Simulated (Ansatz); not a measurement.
LiCl:
Space group Fm-3m (No. 225); a = 5.1124 Å, b = 5.1124 Å, c = 5.1124 Å, α = 90.00°, β = 90.00°, γ = 90.00°

```json
[
 {"atom": "Li", "site": "4a", "symmetry": "m-3m", "x": "0.0000", "y": "0.0000", "z": "0.0000"},
 {"atom": "Cl", "site": "4b", "symmetry": "m-3m", "x": "0.5000", "y": "0.5000", "z": "0.5000"}
]
```
(The calculation used a cell of 2 atoms; values per cell refer to that cell.)

Relaxed with r²SCAN.

Problem. Decompose the optical modes at the zone centre into irreducible representations, and say which are infrared and Raman allowed.

Solution. Point group m-3m: Γ_opt = T1u. Infrared: T1u. Raman: none.

Problem. Assign frequencies (DFPT, r²SCAN (plane waves, PAW; program Ansatz); without the LO–TO term).

Solution. T1u 192 cm⁻¹.

The cell was relaxed with r²SCAN under the symmetry of its start; phonons on a q-mesh show no instability.

Potentials: the later of the program's two PAW sets.
